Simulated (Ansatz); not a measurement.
### Question
Each is relaxed and computed with plane-wave PAW r²SCAN (Ansatz code). Which is the only metal?
(A) HfO2, Pca2_1 (Hf on 4a, O on 4a, O on 4a)
(B) HfC, zinc blende
(C) Hf2C, P4/nmm (Hf on 2a, Hf on 2c, C on 2c)
(D) SiB12C2, R-3m (B on 18h, B on 18h, C on 6c, Si on 3b)

### Answer
C, Hf2C, P4/nmm (Hf on 2a, Hf on 2c, C on 2c). Hf2C: metal; HfC: gap 0.57 eV (direct); HfO2: gap 4.94 eV (indirect); SiB12C2: gap 1.87 eV (indirect). Constructed cells (a structure type filled with these elements, in neither database checked): Hf2C, P4/nmm (Hf on 2a, Hf on 2c, C on 2c). Typed or built starts, not in the databases checked: HfC, zinc blende; SiB12C2, R-3m (B on 18h, B on 18h, C on 6c, Si on 3b). Not the usual ambient phase: HfC, zinc blende. All cells were relaxed under the symmetry of their starts (and spin orders); stability against distortions was not tested throughout. Rows with no word on spin ran without spin polarisation. Scalar-relativistic: spin–orbit coupling is off unless named, which matters more the heavier the elements.

Potentials: the earlier of the program's two PAW sets.
